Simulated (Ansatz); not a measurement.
MgI₂:
```
MgI2
1.0
    4.12427     0.00000     0.00000
   -2.06214     3.57173     0.00000
    0.00000     0.00000     6.83210
Mg I
1 2
Direct
  0.00000   0.00000   0.00000
  0.33333   0.66667   0.24550
  0.66667   0.33333   0.75450
```

DFT-PBE+D3(BJ) in the program Ansatz with PAW potentials gives a gap of 3.50 eV without spin–orbit coupling, maximum at Γ, minimum off the standard path, at k = (0.000, 0.466, 0.326).

Task: What happens when spin–orbit coupling is switched on?

Result: The gap falls by 0.35 eV, to 3.15 eV; maximum at Γ, minimum off the standard path, at k = (0.000, 0.466, 0.323).

Task: Give the electron effective mass with spin–orbit coupling.

Result: 0.27, 0.65, 0.81 mₑ (principal values).

Task: Give the hole effective mass with spin–orbit coupling.

Result: 0.29, 1.1, 1.1 mₑ (principal values).

Space group P-3m1 (CdI2 type). The cell was relaxed with PBE+D3(BJ) under the symmetry of its start; phonons on a q-mesh show no instability.

Potentials: the later of the program's two PAW sets.
